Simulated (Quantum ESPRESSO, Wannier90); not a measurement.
**Wannierisation of GaN (zinc blende)**

```
begin unit_cell_cart
ang
    0.0000000000    2.2535000000    2.2535000000
    2.2535000000    0.0000000000    2.2535000000
    2.2535000000    2.2535000000    0.0000000000
end unit_cell_cart
begin atoms_frac
Ga   0.0000000000  0.0000000000  0.0000000000
N    0.2500000000  0.2500000000  0.2500000000
end atoms_frac
```

Cell from Materials Project (mp-830), symmetrised, no further relaxation. Not found in the COD (Crystallography Open Database) copy used, which has the formula in other groups; not checked further. Computed values, not measurements, from PBEsol: Quantum ESPRESSO (norm-conserving PseudoDojo potentials, cutoff 68 Ry, spinors with spin-orbit coupling) on a Γ-centred 10×10×10 mesh, then Wannier90. Density: 12×12×12 mesh, cold smearing 0.01 Ry.

Bands 13-18 form an isolated set from -7.10 to 0.00 eV relative to the valence-band maximum (on the path) and are turned into 6 Wannier functions by minimising the spread from the start: atomic waves N 2p.

### Question
Where do the functions sit, how wide are they and what are they made of?

### Answer
```tsv
functions	spread (Å²)	nearest atom, distance (Å)	second atom, distance (Å)	weight on atomic waves
6	1.75	N 0.00	Ga 1.95	N 2p 70 %, Ga 4p 16 %, Ga 4s 9 %
```

Ω_I = 10.14 Å², Ω_total = 10.51 Å²; the interpolated bands follow pw.x to 5.3 meV rms on the path. Only this start was tried; a symmetric start can stop on a saddle, and mixtures of these functions could lower the total by at most Ω_total − Ω_I.
